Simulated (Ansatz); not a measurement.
**AgI2: stationary points along a deformation path**

These are results of DFT PBEsol, scalar-relativistic, plane waves, PAW in Ansatz 0.2.0, not measurements. The runs took a 420 eV cutoff, a Γ-centred 14×14×10 mesh and Gaussian smearing (0.15 eV). Spin–orbit coupling is left out, which matters for the heavy elements here. No spin polarisation. Energies are free energies at this smearing, counted from the undisturbed cell; pressure is positive in compression.

Zero of the scan (relaxed at this level; it needn't be the usual structure):

```
CELL_PARAMETERS angstrom
4.06270 0.00000 0.00000
0.00000 4.06270 0.00000
0.00000 0.00000 6.18331
ATOMIC_POSITIONS crystal
Ag 0.00000 0.00000 0.50000
I 0.50000 0.00000 0.79103
I 0.00000 0.50000 0.20897
```

At fixed volume and fractional coordinates, lengths along (0.000, 0.000, 1.000) are scaled against those across it; ρ is that ratio over its starting value. V = 34.020 Å³/atom. Δσ is the stress along the axis less the mean stress across it (compression positive).

| ρ | ΔE (meV/atom) | Δσ (GPa) | space group |
| --- | --- | --- | --- |
| 0.850 | 17.8 | 1.21 | P-4m2 |
| 0.920 | 5.6 | 0.87 | P-4m2 |
| 0.960 | 1.5 | 0.48 | P-4m2 |
| 1.000 | 0.0 | 0.04 | P-4m2 |
| 1.100 | 6.0 | -0.86 | P-4m2 |
| 1.200 | 19.1 | -1.21 | P-4m2 |

**Question.** How does the stress give the slope of the energy, and where is the energy stationary?

**Answer.** Along the path d ln(length) is 2/3 d ln ρ on the axis and −1/3 d ln ρ across it, so dE/d ln ρ = −(2/3) V Δσ: the energy falls with ρ where Δσ is positive. Δσ vanishes or changes sign between ρ = 1.000 and 1.100, a minimum (near 1.00 by linear interpolation). Pairs of stationary points between two samples would go unseen, and could change a minimum read from distant neighbours into a maximum.

**Question.** Integrate that slope from ρ = 1 to 1.200 by the trapezoid rule.

**Answer.** With V/N in Å³ and 1 eV/Å³ = 160.2 GPa the slopes at ρ = 1.000, 1.100, 1.200 are -5, 122, 171 meV/atom per unit of ln ρ. The steps add 5.6 + 12.7 = 18.3 meV/atom, against 19.1 from the energies; the trapezoid rule misses the curvature of the slope within each step.

Forces appear on the atoms along this scan, and letting them relax would lower the energy and soften the response. No gap shows at this level, though a semilocal functional can close a small gap that the real compound has; without a gap these slopes depend on the k mesh and the smearing.

Cost: 6 runs of about 6.1 core-minutes in all, on Arm Neoverse V2 (shared hosts).